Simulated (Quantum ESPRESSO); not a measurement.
# Ga5Ta2Nb: input and log of a self-consistent run

Computed values, not a measurement. The program is pw.x of Quantum ESPRESSO 7.5 (plane-wave density functional theory). The cell is made up: eight metal atoms on a hexagonal close-packed lattice, with elements, volume, strain and displacements drawn at random and not relaxed, so it may be unstable or far from any real phase. PseudoDojo standard norm-conserving files set the functional (PBE unless stated); there is no spin polarisation or spin-orbit coupling, the Fermi-Dirac width of 0.25 eV means electrons at about 2900 K, and the masses in the input are unused placeholders. Heavy elements are run without spin-orbit coupling, which real alloys of them have. A spin test at this wide smearing found no moment, but such smearing suppresses magnetism that the real alloy may have.

Input:

```
&control calculation='scf', pseudo_dir='./dojo.nc.sr.pbe.v0_5.standard.upf', outdir='./o', disk_io='minimal', tprnfor=.true., tstress=.true. /
&system ibrav=0, nat=8, ntyp=3, nbnd=64, ecutwfc=82.02448710, nosym=.true., tot_charge=0,
 occupations='smearing', smearing='fd', degauss=0.0183746611
/
&electrons conv_thr=1.470e-08, electron_maxstep=70, mixing_beta=0.5 /
ATOMIC_SPECIES
Ga 1.0 Ga.upf
Nb 1.0 Nb.upf
Ta 1.0 Ta.upf
CELL_PARAMETERS angstrom
3.0068 -0.088 4.9317
2.8674 0.051 -4.8472
-2.9691 5.1064 -0.1152
ATOMIC_POSITIONS angstrom
Ga -0.1586 -0.1044 0.0359
Ga -1.5764 2.4658 -0.2133
Ga 2.9885 1.7127 -2.4271
Ta 1.469 4.3855 -2.4444
Nb 2.7671 -0.0517 0.0675
Ga 1.3948 2.5676 -0.0724
Ga 3.1133 1.6713 2.5877
Ta 1.4974 4.2767 2.6024
K_POINTS automatic
5 5 5 1 1 1
```

The log is shortened where brackets say so; the opening notice, blank lines, dates and the lines on written files are dropped, and the path of the files is cut. It prints rydbergs, bohrs and kilobars, and counts compression as positive stress. Its total energy is the free energy E - TS of the whole cell.

```
     Program PWSCF v.7.5
     Parallel version (MPI & OpenMP), running on       4 processor cores
     Number of MPI processes:                 4
     Threads/MPI process:                     1
     [start-up lines left out]
     bravais-lattice index     =            0
     lattice parameter (alat)  =      10.9164  a.u.
     unit-cell volume          =     985.7124 (a.u.)^3
     number of atoms/cell      =            8
     number of atomic types    =            3
     number of electrons       =       104.00
     number of Kohn-Sham states=           64
     kinetic-energy cutoff     =      82.0245  Ry
     charge density cutoff     =     328.0979  Ry
     scf convergence threshold =      1.5E-08
     mixing beta               =       0.5000
     number of iterations used =            8  plain     mixing
     Exchange-correlation= PBE
                           (   1   4   3   4   0   0   0)
     [axes and pseudopotential details left out]
   Cartesian axes
     site n.     atom                  positions (alat units)
         1        Ga     tau(   1) = (  -0.0274551  -0.0180726   0.0062146  )
         2        Ga     tau(   2) = (  -0.2728894   0.4268528  -0.0369242  )
         3        Ga     tau(   3) = (   0.5173369   0.2964842  -0.4201534  )
         4        Ta     tau(   4) = (   0.2542975   0.7591705  -0.4231482  )
         5        Nb     tau(   5) = (   0.4790106  -0.0089497   0.0116849  )
         6        Ga     tau(   6) = (   0.2414528   0.4444753  -0.0125331  )
         7        Ga     tau(   7) = (   0.5389410   0.2893175   0.4479548  )
         8        Ta     tau(   8) = (   0.2592138   0.7403363   0.4504995  )
     number of k points=    63  Fermi-Dirac smearing, width (Ry)=  0.0184
                       cart. coord. in units 2pi/alat
        k(    1) = (   0.1981125   0.2283280   0.0004214), wk =   0.0320000
        k(    2) = (   0.1994970   0.4554587   0.0036302), wk =   0.0320000
     [further k points left out]
     Dense  grid:    98889 G-vectors     FFT dimensions: (  64,  64,  72)
     Estimated max dynamical RAM per process >     364.84 MB
     Estimated total dynamical RAM >       1.35 GB
     Initial potential from superposition of free atoms
     starting charge     103.9825, renormalised to     104.0000
     Starting wfcs are   75 randomized atomic wfcs
     total cpu time spent up to now is       14.2 secs
     per-process dynamical memory:   290.3 Mb
     Self-consistent Calculation
     iteration #  1     ecut=    82.02 Ry     beta= 0.50
     Davidson diagonalization with overlap
     ethr =  1.00E-02,  avg # of iterations =  2.5
     Threshold (ethr) on eigenvalues was too large:
     Diagonalizing with lowered threshold
     Davidson diagonalization with overlap
     ethr =  5.12E-04,  avg # of iterations =  2.6
     total cpu time spent up to now is       78.4 secs
     total energy              =   -1149.52169597 Ry
     estimated scf accuracy    <       0.55236066 Ry
     iteration #  2     ecut=    82.02 Ry     beta= 0.50
     Davidson diagonalization with overlap
     ethr =  5.31E-04,  avg # of iterations =  4.4
     total cpu time spent up to now is      117.8 secs
     total energy              =   -1149.29367932 Ry
     estimated scf accuracy    <       3.59365919 Ry
     iteration #  3     ecut=    82.02 Ry     beta= 0.50
     Davidson diagonalization with overlap
     ethr =  5.31E-04,  avg # of iterations =  3.0
     total cpu time spent up to now is      153.5 secs
     total energy              =   -1149.71247819 Ry
     estimated scf accuracy    <       0.15984123 Ry
     iteration #  4     ecut=    82.02 Ry     beta= 0.50
     Davidson diagonalization with overlap
     ethr =  1.54E-04,  avg # of iterations =  2.9
     total cpu time spent up to now is      186.7 secs
     total energy              =   -1149.72819494 Ry
     estimated scf accuracy    <       0.05061177 Ry
     iteration #  5     ecut=    82.02 Ry     beta= 0.50
     Davidson diagonalization with overlap
     ethr =  4.87E-05,  avg # of iterations =  2.4
     total cpu time spent up to now is      220.2 secs
     total energy              =   -1149.73292715 Ry
     estimated scf accuracy    <       0.01248615 Ry
     [iterations 6 to 7 left out]
     iteration #  8     ecut=    82.02 Ry     beta= 0.50
     Davidson diagonalization with overlap
     ethr =  1.75E-07,  avg # of iterations =  3.1
     total cpu time spent up to now is      320.6 secs
     total energy              =   -1149.73500487 Ry
     estimated scf accuracy    <       0.00004040 Ry
     iteration #  9     ecut=    82.02 Ry     beta= 0.50
     Davidson diagonalization with overlap
     ethr =  3.88E-08,  avg # of iterations =  2.4
     total cpu time spent up to now is      349.8 secs
     total energy              =   -1149.73500834 Ry
     estimated scf accuracy    <       0.00000353 Ry
     iteration # 10     ecut=    82.02 Ry     beta= 0.50
     Davidson diagonalization with overlap
     ethr =  3.40E-09,  avg # of iterations =  4.7
     total cpu time spent up to now is      382.9 secs
     total energy              =   -1149.73500904 Ry
     estimated scf accuracy    <       0.00000063 Ry
     iteration # 11     ecut=    82.02 Ry     beta= 0.50
     Davidson diagonalization with overlap
     ethr =  6.08E-10,  avg # of iterations =  2.0
     total cpu time spent up to now is      413.0 secs
     total energy              =   -1149.73500911 Ry
     estimated scf accuracy    <       0.00000010 Ry
     iteration # 12     ecut=    82.02 Ry     beta= 0.50
     Davidson diagonalization with overlap
     ethr =  9.99E-11,  avg # of iterations =  3.0
     total cpu time spent up to now is      444.1 secs
     End of self-consistent calculation
     [lines on levels left out]
!    total energy              =   -1149.73500913 Ry
     estimated scf accuracy    <          7.4E-09 Ry
     smearing contrib. (-TS)   =      -0.07446225 Ry
     internal energy E=F+TS    =   -1149.66054687 Ry
     The total energy is F=E-TS. E is the sum of the following terms:
     one-electron contribution =    -315.21715702 Ry
     hartree contribution      =     241.79309250 Ry
     xc contribution           =    -294.52421906 Ry
     ewald contribution        =    -781.71226329 Ry
     convergence has been achieved in  12 iterations
     Forces acting on atoms (cartesian axes, Ry/au):
     atom    1 type  1   force =     0.01200117    0.00448806    0.01819847
     atom    2 type  1   force =    -0.00459892    0.00981521    0.02627646
     atom    3 type  1   force =    -0.00818184    0.01830405    0.00420866
     atom    4 type  3   force =    -0.02275519   -0.02739159   -0.00525866
     atom    5 type  2   force =     0.02946459   -0.00115458    0.01553082
     atom    6 type  1   force =     0.00630263   -0.00205751    0.01786831
     atom    7 type  1   force =    -0.00465507    0.01415418   -0.03996897
     atom    8 type  3   force =    -0.00757737   -0.01615782   -0.03685509
     Total force =     0.089381     Total SCF correction =     0.000206
     Computing stress (Cartesian axis) and pressure
          total   stress  (Ry/bohr**3)                   (kbar)     P=      -51.48
  -0.00042229   0.00006754   0.00000502          -62.12        9.94        0.74
   0.00006754  -0.00059403   0.00004455            9.94      -87.38        6.55
   0.00000502   0.00004455  -0.00003353            0.74        6.55       -4.93
     init_run     :     13.55s CPU     14.03s WALL (       1 calls)
     electrons    :    428.04s CPU    430.01s WALL (       1 calls)
     forces       :      3.90s CPU      3.93s WALL (       1 calls)
     stress       :     13.71s CPU     14.04s WALL (       1 calls)
     [timing details left out]
     PWSCF        :   7m39.34s CPU   7m42.20s WALL
     JOB DONE.
```

In other units: free energy -15642.942 eV for the cell, pressure -5.15 GPa, largest force component 1.028 eV/Å in size. The run took 464 s of wall time with four MPI processes on a shared machine (Intel Xeon, 2023 or later, virtual cores), so the time is rough. A rerun of this cell at a higher cutoff and on a denser mesh moved values by no more than 0.012 eV in energy, 0.10 GPa in stress and 0.012 eV/Å in force, and a second program with other atomic files agreed on that cell to 2 % rms in force and 0.5 GPa in pressure.